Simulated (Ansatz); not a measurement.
Data:

Li$_{2}$H$_{6}$Pt:
```
Li2H6Pt
1.0
    0.00000     3.30292     3.30292
    3.30292     0.00000     3.30292
    3.30292     3.30292     0.00000
Li H Pt
2 6 1
Direct
  0.75000   0.75000   0.75000
  0.25000   0.25000   0.25000
  0.75170   0.75170   0.24830
  0.24830   0.24830   0.75170
  0.24830   0.75170   0.75170
  0.75170   0.24830   0.24830
  0.75170   0.24830   0.75170
  0.24830   0.75170   0.24830
  0.00000   0.00000   0.00000
```

This is the PBEsol-relaxed structure.

Problem. All from DFT-PBEsol in the program Ansatz with PAW potentials, unless another level is named. Give the electron effective mass with spin–orbit coupling.

Solution. 0.31, 0.31, 0.70 mₑ (principal values).

Problem. What about the smallest direct gap on the standard path?

Solution. 4.30 eV.

Problem. What about the gap with spin–orbit coupling?

Solution. 2.53 eV.

Problem. What about the weight of the conduction-edge state by species (Voronoi cells)?

Solution. H 65 %, Pt 31 %, Li 4 %.

Problem. What about the valence-band maximum?

Solution. on the K–Γ line, 49 % of the way from K.

Space group Fm-3m. The first step of the workflow began from a Materials Project structure, measured or hypothetical; the Crystallography Open Database copy checked does not list it. Whether it is the stable phase at ambient conditions was not checked. The PBEsol relaxation kept the symmetry of its start; of distortions, only those at the zone centre were tested. No spin polarisation was allowed. Scalar-relativistic: spin–orbit coupling is off unless named, which matters more the heavier the elements.

Potentials: the later of the program's two PAW sets.
